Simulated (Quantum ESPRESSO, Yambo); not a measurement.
**G0W0 results for WS2 monolayer at -2 % uniaxial strain**

```
CELL_PARAMETERS angstrom
      3.08270     0.00000     0.00000
     -1.54135     2.72418     0.00000
      0.00000     0.00000    16.10000
ATOMIC_POSITIONS crystal
  S  0.99956 0.99913 0.90197
  S  0.99956 0.99913 0.09803
  W  0.66754 0.33508 0.00000
```

The PBEsol cell relaxed from Materials Project entry mp-224 was given a uniaxial strain of -2 % along x, the other axes held, and the atoms were relaxed again, with the Coulomb interaction truncated along z.

Starting point: PBEsol (Quantum ESPRESSO, PseudoDojo norm-conserving, 74 Ry, scalar-relativistic). G0W0 in Yambo: 6×6×1 Γ-centred k mesh, bands 2 to 131 and a 8 Ry block in the screening, 131 bands in G with the Bruneval-Gonze terminator, plasmon pole fitted at 27.2 eV, slab-truncated Coulomb interaction, stochastic integration of W near q = 0.

| Quantity | Value |
|---|---|
| PBEsol gap along the band path | 1.94 eV |
| PBEsol gap between the mesh's edge points ((0.333, 0.333) → (0.333, -0.167)) | 1.94 eV |
| G0W0 gap between the same points | 2.70 eV |
| PBEsol smallest direct gap on the mesh (at (0.333, 0.333)) | 2.09 eV |
| G0W0 direct gap at that point | 3.04 eV |

```json
[
 {"k point": "Γ", "band": "VB", "E PBEsol (eV)": "-0.27", "E QP (eV)": "-0.55", "shift (eV)": "-0.28", "Z": "0.76"},
 {"k point": "Γ", "band": "CB", "E PBEsol (eV)": "3.00", "E QP (eV)": "3.63", "shift (eV)": "0.63", "Z": "0.75"},
 {"k point": "(0.333, 0.333)", "band": "VB", "E PBEsol (eV)": "0.00", "E QP (eV)": "-0.16", "shift (eV)": "-0.16", "Z": "0.76"},
 {"k point": "(0.333, 0.333)", "band": "CB", "E PBEsol (eV)": "2.09", "E QP (eV)": "2.88", "shift (eV)": "0.79", "Z": "0.76"},
 {"k point": "(0.333, -0.167)", "band": "VB", "E PBEsol (eV)": "-0.96", "E QP (eV)": "-1.18", "shift (eV)": "-0.22", "Z": "0.75"},
 {"k point": "(0.333, -0.167)", "band": "CB", "E PBEsol (eV)": "1.94", "E QP (eV)": "2.54", "shift (eV)": "0.60", "Z": "0.76"}
]
```

Energies count from the PBEsol valence-band maximum.

Convergence of the G0W0 settings was not tested.

Without spin-orbit coupling, band edges of such heavy elements can be off by tenths of an eV.
